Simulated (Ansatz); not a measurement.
NbSi (rock salt), relaxed with PBE (Ansatz, a first-principles code, plane waves, PAW): a = 5.1475 Å, b = 5.1475 Å, c = 5.1475 Å, α = 90.00°, β = 90.00°, γ = 90.00°.

ΔH_f (eV/atom): -0.23
B₀ by P(V) fit (GPa): 150

The same phase is relaxed and computed with r²SCAN in the same code. What are the cell and these values now?

a = 5.137 Å, b = 5.137 Å, c = 5.137 Å, α = 90.00°, β = 90.00°, γ = 90.00°.

- ΔH_f (eV/atom) = -0.24
- B₀ by P(V) fit (GPa) = 155

Constructed cells (a structure type filled with these elements, in neither database checked): NbSi, rock salt. All cells were relaxed under the symmetry of their starts (and spin orders); stability against distortions was not tested throughout. Rows with no word on spin ran without spin polarisation. Spin–orbit coupling is left out wherever it is not named.

Potentials: the later of the program's two PAW sets.

Ansatz is a plane-wave DFT program.

Formation energies count from the lowest solids of the elements computed at the same level, not from gases.
